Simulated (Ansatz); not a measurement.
Geometry optimisation in Ansatz: input, command and trajectory.

```yaml
crystal:
  lattice:
    - [2.8294501, -4.9007513, 0.0]
    - [2.82945008, 4.9007513, 0.0]
    - [0.0, 0.0, 9.0542403]
  atoms:
    - { symbol: Ti, position: [0.3311484154, 0.6685024932, 0.6273495186] }
    - { symbol: Ti, position: [0.1657036907, 0.3388368669, 0.876186093] }
    - { symbol: V, position: [0.6596438734, 0.3292851541, 0.8727643338] }
    - { symbol: Pt, position: [0.3270094076, 0.1665700072, 0.1211495051] }
    - { symbol: Pt, position: [0.3419919625, 0.1734439885, 0.6250531015] }
    - { symbol: Pt, position: [0.832347843, 0.1637776648, 0.1217591761] }
    - { symbol: Pt, position: [0.8299497653, 0.1663911464, 0.6275588244] }
    - { symbol: Pt, position: [0.3316133612, 0.666303374, 0.1259564339] }
    - { symbol: Pt, position: [0.8288263756, 0.6615165847, 0.1204647123] }
    - { symbol: Pt, position: [0.8397737166, 0.6704314831, 0.6260190734] }
    - { symbol: Pt, position: [0.666559855, 0.3306755431, 0.3726202361] }
    - { symbol: Pt, position: [0.1577578017, 0.3237951364, 0.3749360204] }
    - { symbol: Pt, position: [0.6671506216, 0.8334674299, 0.374874426] }
    - { symbol: Pt, position: [0.6671161401, 0.8327408383, 0.8772249486] }
    - { symbol: Pt, position: [0.1703185647, 0.8337501447, 0.3720584201] }
    - { symbol: Pt, position: [0.1707612327, 0.8280773946, 0.8734966739] }
  symmetry: { detect: false }
basis:
  ecutwfc: 420
kpoints:
  mp_grid: { grid: [3, 3, 2], shift: [0.0, 0.0, 0.5] }
hamiltonian:
  xc: pbe
scf:
  occupations: { method: gaussian, width: 0.1 }
  lower_state_search: "off"
output:
  forces: true
  stress: true
  eigenvalues: true
relax:
  adjacent_minimum: "off"
  f_tol: 0.04
  max_steps: 50
  cell: { stress_tol: 0.3 }
```

```bash
ansatz run input.yaml --threads 4 --pin off --max-ram 9216MiB --backend cpu --events-out ev --progress --plain --runs-dir out
```

Computed with DFT PBE, scalar-relativistic, plane waves, PAW (Ansatz).

Of 7 frames 7 are shown, positions in Å and forces in eV/Å; the SCF threshold varies from step to step. Steps run on the plane waves of an earlier cell, with a Pulay correction in the pressure. The basis is chosen afresh for the last frame, the zero of the energies, and at times for earlier ones too; energy and pressure step there, also at an unchanged geometry.

```xyz
16
Lattice="2.8295 -4.9008 0.0000 2.8295 4.9008 0.0000 0.0000 0.0000 9.0542" Properties=species:S:1:pos:R:3:forces:R:3 pbc="T T T" step=1 free_energy_over_end_meV_per_atom=63.68 pressure_GPa=-3.39
Ti    2.8285    1.6533    5.6802    0.4722    0.1264   -1.0024
Ti    1.4276    0.8485    7.9332   -0.4479   -0.3327    1.0396
V     2.7981   -1.6190    7.9022    0.2770    0.0398   -0.2014
Pt    1.3966   -0.7863    1.0969    0.4434   -0.1928   -1.1388
Pt    1.4584   -0.8260    5.6594    0.0208    0.4486    1.0672
Pt    2.8185   -3.2765    1.1024    0.1602    0.5132   -1.0842
Pt    2.8191   -3.2519    5.6821    0.4607   -0.0259    0.9482
Pt    2.8236    1.6402    1.1404   -0.1492   -0.0922   -0.8621
Pt    4.2169   -0.8199    1.0907   -0.3799   -0.2861   -0.3959
Pt    4.2730   -0.8299    5.6681   -0.2289   -0.0533    0.7365
Pt    2.8216   -1.6461    3.3738    0.2239    0.2879   -0.0203
Pt    1.3625    0.8137    3.3948    0.6997    0.1264    0.6024
Pt    4.2459    0.8151    3.3942   -0.5485   -0.0641    0.7226
Pt    4.2438    0.8117    7.9426   -0.4504   -0.1897   -0.7928
Pt    2.8410    3.2513    3.3687   -0.2624   -0.2131    0.9128
Pt    2.8262    3.2213    7.9088   -0.2909   -0.0922   -0.5312
16
Lattice="2.7342 -4.7383 0.0064 2.7352 4.7389 -0.0722 -0.1053 -0.0727 9.2480" Properties=species:S:1:pos:R:3:forces:R:3 pbc="T T T" step=2 free_energy_over_end_meV_per_atom=29.00 pressure_GPa=9.70
Ti    2.7450    1.5785    5.6460   -0.0268   -0.0184   -0.2724
Ti    1.2134    0.6956    8.1860    0.0964    0.0537   -0.2024
V     2.6346   -1.6463    8.0278    0.1417    0.0784    0.1705
Pt    1.3677   -0.8188    0.9674   -0.6042    0.2706    0.7280
Pt    1.3552   -0.7598    5.9465    0.0789   -0.4414   -0.4880
Pt    2.7048   -3.1303    0.9829   -0.1430   -0.7036    0.5928
Pt    2.7521   -3.1892    5.9407   -0.3451    0.2174   -0.4119
Pt    2.7024    1.5724    1.0061    0.1882    0.0279    0.6588
Pt    4.0311   -0.8241    0.9956    0.6357    0.4008    0.4189
Pt    4.0334   -0.8421    5.8512   -0.0998   -0.0758   -1.2957
Pt    2.7125   -1.5794    3.4544   -0.2498   -0.4866   -0.1518
Pt    1.3707    0.7763    3.5086   -0.9146   -0.1456   -0.1691
Pt    4.0360    0.7653    3.5008    0.9191    0.3404   -0.3325
Pt    3.9169    0.6872    7.9276   -0.1888    0.3410    0.5696
Pt    2.6897    3.1225    3.4955    0.4701    0.3977   -0.2924
Pt    2.5803    3.0160    7.9239    0.0419   -0.2566    0.4771
16
Lattice="2.7912 -4.8351 -0.0002 2.7848 4.8315 -0.0572 -0.0919 -0.0526 9.3797" Properties=species:S:1:pos:R:3:forces:R:3 pbc="T T T" step=3 free_energy_over_end_meV_per_atom=6.16 pressure_GPa=-4.47
Ti    2.8073    1.6267    5.7245   -0.0338   -0.0673   -0.2726
Ti    1.2409    0.7263    8.2993    0.0467    0.0037    0.0420
V     2.6935   -1.6571    8.1600    0.1776    0.0636   -0.0333
Pt    1.3700   -0.8269    1.0186    0.0459   -0.0273    0.1232
Pt    1.3935   -0.7909    6.0043    0.0029    0.0115    0.0427
Pt    2.7503   -3.2252    1.0212    0.0437    0.0644    0.1072
Pt    2.7904   -3.2345    6.0076    0.0182    0.0203    0.0288
Pt    2.7527    1.5946    1.0645   -0.0037    0.0220    0.1319
Pt    4.1283   -0.8348    1.0328   -0.0631   -0.0427    0.1189
Pt    4.1269   -0.8504    5.8769   -0.0650    0.0323    0.0244
Pt    2.7876   -1.6112    3.4770    0.0292    0.0423    0.0491
Pt    1.3785    0.8044    3.5689    0.1801    0.0511   -0.0690
Pt    4.1719    0.8093    3.5382   -0.0882    0.0608   -0.0686
Pt    3.9954    0.7250    8.0779   -0.1322   -0.1282   -0.0892
Pt    2.7864    3.2134    3.5394    0.0132   -0.0898   -0.1040
Pt    2.6318    3.0808    8.0690   -0.1715   -0.0169   -0.0321
16
Lattice="2.7715 -4.8001 -0.0042 2.7756 4.8025 -0.0147 -0.0302 -0.0097 9.3026" Properties=species:S:1:pos:R:3:forces:R:3 pbc="T T T" step=4 free_energy_over_end_meV_per_atom=0.79 pressure_GPa=0.03
Ti    2.8462    1.6509    5.6685   -0.0858   -0.0431    0.0138
Ti    1.2701    0.7473    8.2493   -0.0295   -0.0186    0.0066
V     2.7265   -1.6116    8.1027    0.0033   -0.0057    0.0625
Pt    1.3283   -0.8464    1.0293    0.0649    0.0108   -0.0076
Pt    1.4080   -0.7554    5.9703    0.0639    0.0308   -0.0259
Pt    2.6985   -3.2193    1.0270    0.0300    0.0493    0.0046
Pt    2.8089   -3.1773    5.9661    0.0515    0.0318   -0.0066
Pt    2.7023    1.5656    1.0959    0.0223    0.0023    0.0190
Pt    4.0695   -0.8455    1.0582    0.0195    0.0177    0.1099
Pt    4.1266   -0.8013    5.8503    0.0523    0.0029   -0.0250
Pt    2.8675   -1.5534    3.4752   -0.0524   -0.0193   -0.0420
Pt    1.4803    0.8468    3.5464   -0.0336   -0.0044    0.0071
Pt    4.2504    0.8565    3.5276   -0.0448   -0.0602   -0.0588
Pt    3.9831    0.7495    8.0382    0.0191    0.0021   -0.0133
Pt    2.8718    3.2454    3.5298   -0.0944   -0.0055   -0.0286
Pt    2.6288    3.0890    8.0377    0.0138    0.0090   -0.0152
16
Lattice="2.7703 -4.7985 -0.0029 2.7683 4.7973 -0.0341 -0.0592 -0.0289 9.3204" Properties=species:S:1:pos:R:3:forces:R:3 pbc="T T T" step=5 free_energy_over_end_meV_per_atom=0.00 pressure_GPa=0.00
Ti    2.7902    1.6167    5.6580    0.0536    0.0333    0.0545
Ti    1.2550    0.7309    8.2629   -0.0049   -0.0046   -0.0117
V     2.7251   -1.6195    8.1202   -0.0436   -0.0234    0.0171
Pt    1.3599   -0.8306    1.0313   -0.0020   -0.0255   -0.0045
Pt    1.4005   -0.7725    5.9782   -0.0141    0.0014   -0.0201
Pt    2.7299   -3.2037    1.0294   -0.0155    0.0154   -0.0044
Pt    2.7932   -3.1879    5.9775   -0.0025   -0.0150   -0.0236
Pt    2.7321    1.5788    1.0880    0.0015    0.0081   -0.0320
Pt    4.0982   -0.8312    1.0676   -0.0026   -0.0052   -0.0470
Pt    4.1193   -0.8145    5.8464   -0.0148   -0.0041   -0.0286
Pt    2.7982   -1.5758    3.4737    0.0008   -0.0064    0.0098
Pt    1.4079    0.8200    3.5318   -0.0044   -0.0026    0.0464
Pt    4.1757    0.8283    3.5145    0.0142    0.0060    0.0112
Pt    3.9673    0.7342    8.0371    0.0143   -0.0047    0.0109
Pt    2.7984    3.2126    3.5166    0.0228    0.0115    0.0039
Pt    2.6166    3.0736    8.0362   -0.0029    0.0158    0.0184
16
Lattice="2.7698 -4.7980 -0.0018 2.7680 4.7970 -0.0332 -0.0561 -0.0290 9.3220" Properties=species:S:1:pos:R:3:forces:R:3 pbc="T T T" step=6 free_energy_over_end_meV_per_atom=-0.11 pressure_GPa=0.00
Ti    2.8049    1.6245    5.6675   -0.0003   -0.0001    0.0046
Ti    1.2528    0.7287    8.2637    0.0034    0.0040   -0.0106
V     2.7154   -1.6248    8.1248    0.0015   -0.0023   -0.0055
Pt    1.3529   -0.8341    1.0321   -0.0041    0.0043    0.0050
Pt    1.4013   -0.7714    5.9782   -0.0038   -0.0012   -0.0007
Pt    2.7220   -3.2049    1.0310   -0.0013   -0.0055    0.0067
Pt    2.7962   -3.1885    5.9775   -0.0027   -0.0025   -0.0027
Pt    2.7238    1.5758    1.0859    0.0048    0.0016    0.0120
Pt    4.0907   -0.8333    1.0634   -0.0013   -0.0034    0.0025
Pt    4.1183   -0.8146    5.8457    0.0033   -0.0014    0.0008
Pt    2.8088   -1.5746    3.4738   -0.0018    0.0028    0.0048
Pt    1.4207    0.8233    3.5416    0.0020    0.0012   -0.0069
Pt    4.1867    0.8304    3.5167    0.0016    0.0054   -0.0018
Pt    3.9673    0.7328    8.0393   -0.0022    0.0038   -0.0043
Pt    2.8102    3.2164    3.5179   -0.0009   -0.0051    0.0005
Pt    2.6140    3.0744    8.0388    0.0018   -0.0016   -0.0042
16
Lattice="2.7698 -4.7980 -0.0018 2.7680 4.7970 -0.0332 -0.0561 -0.0290 9.3220" Properties=species:S:1:pos:R:3:forces:R:3 pbc="T T T" step=7 free_energy_over_end_meV_per_atom=0.00 pressure_GPa=0.00
Ti    2.8049    1.6245    5.6675   -0.0002    0.0000    0.0046
Ti    1.2528    0.7287    8.2637    0.0033    0.0039   -0.0106
V     2.7154   -1.6248    8.1248    0.0012   -0.0025   -0.0056
Pt    1.3529   -0.8341    1.0321   -0.0042    0.0044    0.0050
Pt    1.4013   -0.7714    5.9782   -0.0038   -0.0011   -0.0006
Pt    2.7220   -3.2049    1.0310   -0.0013   -0.0056    0.0067
Pt    2.7962   -3.1885    5.9775   -0.0027   -0.0026   -0.0026
Pt    2.7238    1.5758    1.0859    0.0048    0.0016    0.0119
Pt    4.0907   -0.8333    1.0634   -0.0012   -0.0034    0.0024
Pt    4.1183   -0.8146    5.8457    0.0035   -0.0013    0.0009
Pt    2.8088   -1.5746    3.4738   -0.0017    0.0029    0.0048
Pt    1.4207    0.8233    3.5416    0.0021    0.0012   -0.0070
Pt    4.1867    0.8304    3.5167    0.0016    0.0054   -0.0018
Pt    3.9673    0.7328    8.0393   -0.0021    0.0038   -0.0043
Pt    2.8102    3.2164    3.5179   -0.0009   -0.0050    0.0005
Pt    2.6140    3.0744    8.0388    0.0017   -0.0015   -0.0043
```

It took 2.3 min on 4 threads of Intel(R) Xeon(R) Processor @ 2.50GHz (Skylake/Cascade Lake) (shared host), peak memory 1.2 GiB.

The k mesh is coarse. Spin–orbit coupling is left out, which can shift energies with elements as heavy as these. Spin polarisation was left out, and a magnetic state may lie lower.